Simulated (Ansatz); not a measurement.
# Notes on SiCl$_{3}$

```
Si Cl
1.0
     6.41240    0.00000    0.00000
    -3.20620    5.55331    0.00000
     0.00000    0.00000    6.89594
Si Cl
2 6
Cartesian
  -0.0003 3.7024 1.7240
  3.2059 1.8509 5.1720
  2.1373 0.0000 1.7240
  1.0686 1.8509 5.1720
  -1.0686 1.8509 1.7240
  4.2751 0.0000 5.1720
  2.1376 3.7024 1.7240
  -2.1376 3.7024 5.1720
```

Single point in Ansatz 0.2.0 with PBE, no spin polarisation. Cutoff 420 eV, PAW datasets, 6×6×5 Γ-centred k mesh, fermi-dirac filling (width 0.1 eV).

Stress: The pressure is 0.5 GPa (compression positive), so with the atoms held at these fractions the cell would first expand.
Forces: The largest is on Cl4 (and as large on other atoms): 0.17 eV/Å, components (0.17, 0.01, 0.00). It makes 3° with the line to a nearest neighbour, Si2 at 2.14 Å, pointing towards it.
At the Fermi level: It is a metal on this mesh, though the bands barely overlap, with about 8 states/eV a cell as the mean within 0.25 eV of the Fermi level, mostly Cl p (49 %) and Si s (42 %).
Formation energy: -0.54 eV an atom against the elements' usual phases (free molecules for gases, crystals otherwise, with no correction for O₂ or N₂), so it is bound against them; other compounds may still compete. Relaxing would lower it.

Origin: a known structure type with other elements, at an estimated volume, so it need not be a known compound. Caveats: many states at the Fermi level without spin polarisation, so a magnetic state may lie lower; the Fermi level lies in a narrow band between gaps, which spin or distortion may split.
